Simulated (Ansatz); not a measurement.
Data:

WSe₂:
```
CELL_PARAMETERS angstrom
      3.33093     0.00000     0.00000
     -1.66546     2.88467     0.00000
      0.00000     0.00000     6.81961
ATOMIC_POSITIONS crystal
  W  0.00000 0.00000 0.00000
  Se 0.33333 0.66667 0.24527
  Se 0.66667 0.33333 0.75473
```

This is the r²SCAN-relaxed structure.

Question: All from r²SCAN in the plane-wave PAW code Ansatz, unless another level is named. Estimate the electronic character.

Answer: metallic (no gap).

Question: Next, the density of states at the Fermi level?

Answer: 0.40 states/eV per atom (mean over ±0.08 eV).

Question: And the formation energy from the elements (no fitted shifts)?

Answer: -0.33 eV/atom.

Space group P-3m1 (CdI2 type). A made-up cell: these elements were put on the sites of a structure type; the Crystallography Open Database copy checked does not list it. It is not the phase usual at ambient conditions (space group No. 194). Symmetry was held in the r²SCAN relaxation; whether a distortion lowers the energy is not shown. The run is not spin-polarised. A crystal of weakly bound layers computed without a dispersion correction: the cell and the soft elastic constants depend strongly on that. The references are the lowest solids computed at this level, not always the standard phases. Scalar-relativistic: spin–orbit coupling is off unless named, which matters more the heavier the elements.

Potentials: the later of the program's two PAW sets.
